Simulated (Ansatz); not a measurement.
TlBiTe$_{2}$ in space group R-3m (No. 166; Tl on 3b, Bi on 3a, Te on 6c), PBEsol (plane waves, PAW; program Ansatz). The conduction-band minimum lies at Γ, with 1 equivalent valley. Second derivatives d²E/dk² of the lowest band at one valley (eV·Å²), along Cartesian directions:

```csv
direction,d²E/dk²
[100],86.98
[010],86.98
[001],92.23
[110],86.98
[101],89.52
[011],89.56
```

Problem. Find the principal effective masses, the density-of-states mass and the conductivity mass.

Solution. Off-diagonal terms follow from H_xy = H[110] − (H_xx + H_yy)/2, and m*/mₑ = 7.620 eV·Å² over each eigenvalue: 0.083, 0.088, 0.088. One valley's DOS mass (m₁m₂m₃)^(1/3) = 0.086, conductivity mass 3/(Σ 1/mᵢ) = 0.086 mₑ.

Problem. What effective density of states Nc follows at 300 K for parabolic valleys?

Solution. Nc = 2.509e19 × 1 × (0.086)^(3/2) ≈ 6.3e17 cm⁻³.

The workflow started from a Materials Project entry (that database holds measured and hypothetical structures alike); the Crystallography Open Database files this formula in space group No. 166, but the cells were not matched. Whether it is the stable phase at ambient conditions was not checked. The cell was relaxed with PBEsol under the symmetry of its start; whether a distortion lowers the energy is not shown. Scalar-relativistic: spin–orbit coupling is off unless named, which matters more the heavier the elements.

Potentials: the later of the program's two PAW sets.

Edges and masses are those of Kohn–Sham bands, whose gap is no quasiparticle gap.
